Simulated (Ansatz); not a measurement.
A relaxed cell of MgSe (F-43m (No. 216)), relaxed on a k-mesh at least as fine as the one used below. Method: r2SCAN (plane waves to 500 eV, PAW, scalar-relativistic; Ansatz, a first-principles code). Γ-centred k-mesh 7×7×4 on the run's cell (coarser than for final values), Fermi–Dirac smearing 0.05 eV.

```xyz
4
Lattice="0.0000 2.9735 2.9735 2.9735 0.0000 2.9735 5.9469 5.9469 0.0000" Properties=species:S:1:pos:R:3 pbc="T T T"
Se     4.4602     4.4602     4.4602
Se     7.4336     7.4336     4.4602
Mg     0.0000     0.0000     0.0000
Mg     2.9735     2.9735     0.0000
```

The atoms are displaced by (Å):

```
atom      ux      uy      uz
----  ------  ------  ------
Se1   -0.078  -0.083   0.134
Se2    0.098   0.197  -0.032
Mg3    0.198  -0.070  -0.035
Mg4   -0.040   0.075   0.019
```

Q: What forces (eV/Å) and pressure result?

A: 
```
atom     Fx     Fy     Fz
----  -----  -----  -----
Se1    1.21   1.79  -1.49
Se2    0.09  -1.73   0.86
Mg3   -1.63   0.01   0.71
Mg4    0.34  -0.08  -0.08
```

Pressure +1.9 GPa.

Q: Estimate the energy cost of the displacement in the harmonic approximation and compare with the calculation.

A: For a harmonic well ΔE = −½ Σ F·u = 0.587 eV a cell, or 147 meV/atom. The calculated energy relative to the undisplaced cell is +0.141 eV/atom, so the harmonic estimate holds well.

No spin polarisation in the result.

The run that gave the undisplaced cell could not lose the symmetry of its start; a randomly shaken copy of 4 atoms returns to this structure.

The first start was generated by placing the elements on the sites of a structure type. Materials Project lists a structure of MgSe in the same space group, F-43m (No. 216); the sites were not compared with it, nor with measured phases. Known forms of MgSe include space group No. 225.
